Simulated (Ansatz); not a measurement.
Computed with DFT PBE, scalar-relativistic, plane waves, PAW in Ansatz. All cells share a 420 eV cutoff and Γ-centred k meshes spaced at most about 0.3 Å⁻¹ (about 0.25 or finer for metals, 2π included). Collinear spin in cells that started with moments and kept them past the coarse steps, no spin elsewhere.

Formation energies are uncorrected and refer to the elements' standard structures at the same level (N₂ as a molecule).

A relaxed structure of VAgC4N4 has 22.40 Å³/atom, +0.394 eV/atom against the elements, a gap of 1.30 eV on its mesh, a net moment of 0.20 μB/atom:

```cif
data_structure
_symmetry_space_group_name_H-M 'P 1'
_symmetry_Int_Tables_number 1
_cell_length_a 6.0731
_cell_length_b 6.0731
_cell_length_c 6.0731
_cell_angle_alpha 90.000
_cell_angle_beta 90.000
_cell_angle_gamma 90.000
_cell_volume 223.99
loop_
_atom_site_label
_atom_site_type_symbol
_atom_site_fract_x
_atom_site_fract_y
_atom_site_fract_z
_atom_site_occupancy
V1 V 0.50000 0.50000 0.50000 1
Ag1 Ag 0.00000 0.00000 0.00000 1
C1 C 0.20515 0.20515 0.20515 1
C2 C 0.20515 0.79485 0.79485 1
C3 C 0.79485 0.20515 0.79485 1
C4 C 0.79485 0.79485 0.20515 1
N1 N 0.31737 0.31737 0.31737 1
N2 N 0.31737 0.68263 0.68263 1
N3 N 0.68263 0.31737 0.68263 1
N4 N 0.68263 0.68263 0.31737 1
```

Question: Predict cell, energy and gap of TiAgC4N4 with the same space group and Wyckoff sites.

Answer: TiAgC4N4 has a = 6.140 Å: 23.14 Å³/atom, +0.29 eV/atom against the elements, no gap on its mesh, a net moment of 0.10 μB/atom. The volume per atom changes by +3.3 % and the formation energy by -0.10 eV/atom (from unrounded values). The gap closes. The moments change too, so the valence or magnetic state isn't the same. Covalent radii: V 1.53 Å, Ti 1.60 Å; electronegativities 1.63 and 1.54. The cell follows the size of the atom. Ti has 4 N at 1.98 Å; Ag has 4 C at 2.16 Å; around C lie 1 N at 1.18 Å and 1 Ag at 2.16 Å; around N lie 1 C at 1.18 Å and 1 Ti at 1.98 Å.

```
Ti Ag C N
1.0
     6.13961    0.00000    0.00000
     0.00000    6.13961    0.00000
     0.00000    0.00000    6.13961
Ti Ag C N
1 1 4 4
Direct
  0.50000 0.50000 0.50000
  0.00000 0.00000 0.00000
  0.20274 0.20274 0.20274
  0.20274 0.79726 0.79726
  0.79726 0.20274 0.79726
  0.79726 0.79726 0.20274
  0.31377 0.31377 0.31377
  0.31377 0.68623 0.68623
  0.68623 0.31377 0.68623
  0.68623 0.68623 0.31377
```

The two cells were relaxed from separate starts that ended on the same group and sites; neither need be the stable form of its compound. Kohn–Sham gaps at this level usually fall short of measured ones. The reference form of C is held partly by dispersion forces, which this level lacks. Another magnetic order may lie lower. Cells relaxed within their symmetry can be saddle points.
